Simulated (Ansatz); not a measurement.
With DFT-r²SCAN in the program Ansatz with PAW potentials, AgW in the orthorhombic phase (Cmcm; Ag on 4c, W on 4c) relaxes to a = 2.703 Å, b = 11.040 Å, c = 4.478 Å. Its formation energy from the elements is 76 kJ/mol-atom, with no fitted shifts.

Electronic character: metallic (no gap).

Bader charges are Ag -0.23, W +0.23 e.

The start of the workflow was typed in or built on a structure type; neither database checked (COD, Materials Project) lists it. Whether it is the stable phase at ambient conditions was not checked. Symmetry was held in the r²SCAN relaxation; whether a distortion lowers the energy is not shown. The run is not spin-polarised. Its formation energy is positive at this level, so the cell may be metastable or incomplete. Axis ratios of metals converge slowly with the k-mesh, so a and c are less sure than the volume. The references are the lowest solids computed at this level, not always the standard phases. Spin–orbit coupling is left out wherever it is not named.

Potentials: the later of the program's two PAW sets.
